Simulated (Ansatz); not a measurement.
CuCl:
```
CELL_PARAMETERS angstrom
      3.71737     0.00000     0.00000
     -1.85869     3.21934     0.00000
      0.00000     0.00000     6.18141
ATOMIC_POSITIONS crystal
  Cu 0.33333 0.66667 0.00860
  Cu 0.66667 0.33333 0.50860
  Cl 0.33333 0.66667 0.37640
  Cl 0.66667 0.33333 0.87640
```

Relaxed with PBEsol.

Task: Map the electron localisation function on the plane through (0.333, 0.667, 0.009) spanned by u = [0, 0, 1] and v = [1, -1, 0] in lattice vectors, from DFT-PBEsol in the program Ansatz with PAW potentials.

Result: x is the fraction of u, y of v (the angle between them is 90°; rows are the nearest grid lines); atoms in the plane: Cu at (0.00, 0.00), Cu at (0.50, 0.33), Cl at (0.37, 0.00), Cl at (0.87, 0.33).
```
|@@+:..+@@%+::+%%%#=.    ...::+@@|
|@#=:..+%@%*==*%%%*=.    ...::=#@|
|:::...=#%@%%%@@%#+:      ....:::|
|::....-*#%%%@%%#*-.       .....:|
|.......:-++**+=-:.          ....|
|....   ..:---::..             ..|
|           ...                  |
|                                |
|                                |
|                                |
|.               ..      ..:::...|
|:.           .......  .:-=+++=-:|
|*=:        ..........:=*#%%%%%#*|
|#*-.      ....::::...:+%%%%@@@%#|
|%#=:     ....:-==-:..:*%@%%%%@@%|
|%#+:     ...:-#@@#-..:#@@#-:=#%%|
|%#+:     ...:-#@@#-..:#@@#=:=#%%|
|%*-.     .....:--::..:*%@@%%@@@%|
|*=:.    .::..........:+#%@@@@@%*|
|:...  .:-===-.........-*#%%%%*=:|
|......-*%%@@@@%*=:.    .:::.....|
|:::...=#%@@@@@@%#=:     ......::|
|@#=:..+%@%*==*%%%*=.    ...::=#@|
|@@+:..+@@%+::+%%%#=.    ...::+@@|
```
Scale: ten equal steps from 0.007 (start of ' ') to 0.930 (end of '@'), in the order ' .:-=+*#%@'; x runs from 0.000 to 1.00, y from 0.000 (bottom) to 1.00 (top).

The density is the valence pseudo-density with augmentation charge, so density and ELF within about 1 Å of a nucleus are not all-electron values.

Space group P6_3mc (wurtzite). The workflow started from an entry of the Crystallography Open Database (COD), which files this formula under 2 space groups. It is not the phase usual at ambient conditions (space group No. 216). Symmetry was held in the PBEsol relaxation; whether a distortion lowers the energy is not shown. No spin polarisation was allowed.

Potentials: the later of the program's two PAW sets.
